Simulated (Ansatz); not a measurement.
Relaxed-ion elastic tensor of Al3GaAs4 in space group P-4m2 (No. 115; Pearson symbol tP8) in GPa (Voigt order), plane-wave PAW PBEsol (Ansatz code); density 4.10 g/cm³, 22.80 Å³ per atom.

```
 133  28.3  53.1   0.0   0.0   0.0
28.3   133  53.1   0.0   0.0   0.0
53.1  53.1   108   0.0   0.0   0.0
 0.0   0.0   0.0  52.0   0.0   0.0
 0.0   0.0   0.0   0.0  52.0   0.0
 0.0   0.0   0.0   0.0   0.0  27.6
```

Q: Is the crystal mechanically stable?

A: Yes: the smallest eigenvalue of C is 27.6 GPa.

Q: Work out the Voigt, Reuss and Hill averages.

A: K_V = 71.5, K_R = 71.5, K_H = 71.5; G_V = 42.3, G_R = 38.4, G_H = 40.4 GPa.

Q: Give Young's modulus, Poisson's ratio, Pugh's ratio and the universal anisotropy index.

A: E = 9KG/(3K + G) = 102 GPa; ν = 0.26; K/G = 1.77 (near the Pugh limit of 1.75, no verdict); A_U = 5G_V/G_R + K_V/K_R − 6 = 0.51.

Q: Estimate the sound speeds and the Debye temperature.

A: v_l = √((K + 4G/3)/ρ) = 5530 m/s, v_t = √(G/ρ) = 3140 m/s, mean 3490 m/s; Θ = (h/k)(3n/4πV)^(1/3) v_m = 366 K.

Q: Solve the Christoffel equation for the three sound speeds along x, y, z.

A: Eigenvalues of C_ijkl n_j n_l equal ρv² (piezoelectric stiffening left out). In km/s, slowest first: x 2.59, 3.56, 5.70; y 2.59, 3.56, 5.70; z 3.56, 3.56, 5.13.

Q: How much does each axis shrink under pressure?

A: Linear compressibilities β_i = Σ_j S_ij (j = 1 to 3): x 4.6, y 4.6, z 4.7 per TPa.

The start of the workflow was typed in or built on a structure type; neither database checked (COD, Materials Project) lists it. Whether it is the stable phase at ambient conditions was not checked. Symmetry was held in the PBEsol relaxation; whether a distortion lowers the energy is not shown.

Potentials: the earlier of the program's two PAW sets. The files were generated under PBE; for other functionals the program regenerates the frozen cores, and for LDA and PBEsol the local potential too.
